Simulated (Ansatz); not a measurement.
**Cold compression of Nb (bcc type)**

```
Nb
1.0
    -1.62405    1.62405    1.62405
     1.62405   -1.62405    1.62405
     1.62405    1.62405   -1.62405
Nb
1
Direct
  0.00000 0.00000 0.00000
```

The cell comes from a relaxation on PAW files under the same functional.

Its volume is scaled at fixed shape and fractional positions.

Computed with Ansatz 0.2.0; functional LDA, scalar-relativistic. Settings: a Γ-centred 16×16×16 k mesh, Fermi–Dirac smearing of 0.1 eV, no spin polarisation. Methods: LAPW: all electrons, basis error target 1 meV/atom; PAW: frozen-core files, cutoff 420 eV; crystal datasets: all electrons, by PAW datasets that the program makes for each cell; norm-conserving: pseudopotentials, cutoff 1116 eV; PAW (core large): files with a larger core, cutoff 420 eV.

Energies are extrapolated to zero smearing and count from the unscaled cell; pressure is positive in compression; gaps take the mesh and a band path. No temperature or zero-point motion is included.

The PAW files were made under PBE.

```tsv
V/V0	V (Å³/atom)	P LAPW (GPa)	ΔE LAPW (eV/atom)	P PAW − LAPW (GPa)	ΔE PAW − LAPW (meV/atom)
1.00	17.13	-0.01	0.000	0.00	0.0
0.94	16.11	13.36	0.040	0.00	0.0
0.88	15.08	?	?	?	?
0.80	13.71	63.4	0.572	-0.04	-0.3
0.72	12.34	113.1	1.305	-0.10	-0.9
0.64	10.97	194.2	2.589	-0.23	-2.3
0.55	9.42	349.7	5.131	-0.61	-6.0
0.45	7.71	683.2	10.414	-1.98	-18.9
```

Task: Fit the Vinet equation to the LAPW pressures shown (residuals weighted by 1/(|P| + 0.03·Pmax)), and predict the pressure of the withheld row.

Result: The fit gives V0 = 17.16 Å³/atom, B0 = 175 GPa and B0′ = 4.34. At 15.08 Å³/atom, x = (V/V0)^(1/3) = 0.9579, and P = 3·B0·(1 − x)/x²·exp[1.5·(B0′ − 1)·(1 − x)] = 29.7 GPa. The run itself gave 31.0 GPa (-4.2 % off) and ΔE = 0.179 eV/atom.

Task: At the smallest volume, how far do crystal datasets and norm-conserving and PAW (core large) lie from LAPW in pressure?

Result: crystal datasets: 0.00 GPa; norm-conserving: +5.60 GPa; PAW (core large): -1.98 GPa, on a LAPW pressure of 683.2 GPa.

Task: How do the Löwdin populations by LAPW change from the unscaled cell to the last row?

Result: Nb 4s 1.93 → 1.78, Nb 5s 0.68 → 0.35, Nb 4p 5.97 → 5.75, Nb 4d 4.39 → 5.08 electrons an atom. These are projections on the shells that the free atoms fill; 0.03 e a cell lies outside them at the start and 0.06 e at the end.
